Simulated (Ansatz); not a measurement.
**TiOs (Pm-3m): from strained cells to moduli**

```
CELL_PARAMETERS angstrom
3.06169 0.00000 0.00000
0.00000 3.06169 0.00000
0.00000 0.00000 3.06169
ATOMIC_POSITIONS crystal
Ti 0.50000 0.50000 0.50000
Os 0.00000 0.00000 0.00000
```

Level of theory, where no other is named: PBEsol, PAW on Ansatz 0.2.0's default frozen-core files (fitted under PBE), scalar-relativistic. k mesh 16×16×16, Fermi-Dirac smearing of 0.050 eV, cutoff 420 eV. The cell was relaxed by PAW under this functional.

The cell is cubic and carries a residual pressure of 0.01 GPa at this level. Each strain component that symmetry leaves independent is applied at ±0.005, the ions relax wherever a strain frees them, and the stress (tension positive, GPa) is read. Shears are engineering strains, γ = 2ε.

```
strain    size      σxx      σyy      σzz      σyz     σxz     σxy
    xx  -0.005  -2.4990  -0.7895  -0.7895   0.0000  0.0000  0.0000
    xx  +0.005   2.3960   0.7553   0.7553   0.0000  0.0000  0.0000
    yz  -0.005  -0.0112  -0.0118  -0.0118  -0.6333  0.0000  0.0000
    yz  +0.005  -0.0112  -0.0118  -0.0118   0.6333  0.0000  0.0000
```

A central difference gives one constant, for example C11 ≈ (2.3960 − (-2.4990))/(0.01) = 489.5 GPa; the program then imposes the crystal's symmetry on the whole matrix.

(1) What are the independent elastic constants?

(2) Do they meet the Born conditions?

(3) What moduli does a random aggregate of grains have?

(4) With the density of 13.776 g/cm³, how fast does sound travel, and what Debye temperature follows?

(5) What happens at 30 GPa (cell relaxed there)?

Results:

(1) C11 = 489.5, C12 = 154.5, C44 = 126.7 GPa.

(2) C11 − C12 = 335.0, C11 + 2C12 = 798.5 and C44 = 126.7 GPa must all be positive, so the crystal is elastically stable; that says nothing yet of its phonons.

(3) B = (C11 + 2C12)/3 = 266.2 GPa. G_V = (C11 − C12 + 3C44)/5 = 143.0 and G_R = 5(C11 − C12)C44/(4C44 + 3(C11 − C12)) = 140.3, so G_H = 141.7 GPa. Then E = 9BG/(3B + G) = 361.0 GPa, ν = (3B − 2G)/(6B + 2G) = 0.274 and B/G = 1.88, on the ductile side of Pugh's 1.75 (a rule of thumb).

(4) 

| direction | slow (m/s) | middle (m/s) | fast (m/s) |
| --- | --- | --- | --- |
| [100] | 3032 | 3032 | 5961 |
| [110] | 3032 | 3487 | 5707 |
| [111] | 3342 | 3342 | 5620 |

The mean of v⁻³ over directions and branches gives v_m = 3565 m/s and θ_D = (ħ/k_B) v_m (6π²n)^(1/3) = 437 K, n being atoms per volume. Young's modulus spans 328 to 415 GPa over directions, and the universal anisotropy index is 0.09.

(5) The volume falls to 0.9117 of its value, and C11 = 669.9, C12 = 246.7, C44 = 168.9 GPa (slopes of the stress), in this structure whether or not another phase takes over.

Known limits: frozen-core PAW files fitted under PBE, their cores solved anew for the functional of the run; responses of metals move with mesh and smearing; no spin-orbit coupling on heavy atoms.
